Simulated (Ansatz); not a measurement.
## Computed properties of SiGe

SiGe:
```
CELL_PARAMETERS angstrom
      3.87040     0.00000     0.00000
     -1.93520     3.35186     0.00000
      0.00000     0.00000     6.39435
ATOMIC_POSITIONS crystal
  Si 0.66667 0.33333 0.87452
  Si 0.33333 0.66667 0.37452
  Ge 0.66667 0.33333 0.50048
  Ge 0.33333 0.66667 0.00048
```

Space group P6_3mc (No. 186), wurtzite; conventional cell a = 3.8704 Å, b = 3.8704 Å, c = 6.3944 Å, α = 90.00°, β = 90.00°, γ = 120.00°.

Method: LDA (plane waves, PAW; program Ansatz). The cell and atoms are relaxed at this level. Other levels are named where they apply.

Cell and energy:

```
Quantity                                                       Value
-----------------------------------------------------  -------------
Volume per atom                                             20.74 Å³
Density                                                   4.03 g/cm³
Formation energy from the elements (no fitted shifts)  0.025 eV/atom
```

Electronic structure:

```
Quantity                                                                                      Result
--------------------------------------------------------------  ------------------------------------
Band gap                                                                          0.32 eV (indirect)
Valence-band maximum                                                                            at Γ
Conduction-band minimum                                                  at M (3 equivalent valleys)
Smallest direct gap on the standard path                                                     0.42 eV
Electron effective mass                                         0.11, 1.2, 1.2 mₑ (principal values)
Weight of the conduction-edge state by species (Voronoi cells)                      Si 54 %, Ge 46 %
Hole effective mass, band 1 of 2 at the edge                         0.53 along x, 0.51 along z (mₑ)
Hole effective mass, band 2 of 2 at the edge                        0.075 along x, 0.51 along z (mₑ)
Weight of the valence-edge state by species (Voronoi cells)                         Ge 52 %, Si 48 %
```

Mechanics:

```
Item                                                                                             Value
--------------------------------------------  --------------------------------------------------------
Bulk modulus (Birch–Murnaghan fit)                                                            84.7 GPa
Pressure derivative B′                                                                             4.5
Elastic constants (relaxed ions, GPa)         C11 = 174, C12 = 47.6, C13 = 30.3, C33 = 200, C44 = 46.6
Mechanical stability                                            stable (all eigenvalues of C positive)
Hill bulk and shear moduli                                                           85.0 and 59.2 GPa
Young's modulus                                                                                144 GPa
Poisson's ratio                                                                                   0.22
Debye temperature from the elastic constants                                                     459 K
```

Phonons:

```
Quantity                                                            Result
--------------------------------------------------  ----------------------
Highest zone-centre frequency (without LO–TO term)                409 cm⁻¹
Zone-centre stability                               no imaginary mode at Γ
```

The workflow started from a Materials Project entry (that database holds measured and hypothetical structures alike); the Crystallography Open Database copy checked does not list it. Its standing as an ambient phase is unchecked. The LDA relaxation kept the symmetry of its start. The references are the lowest solids computed at this level, not always the standard phases. Spin–orbit coupling is left out wherever it is not named.

Potentials: the later of the program's two PAW sets.
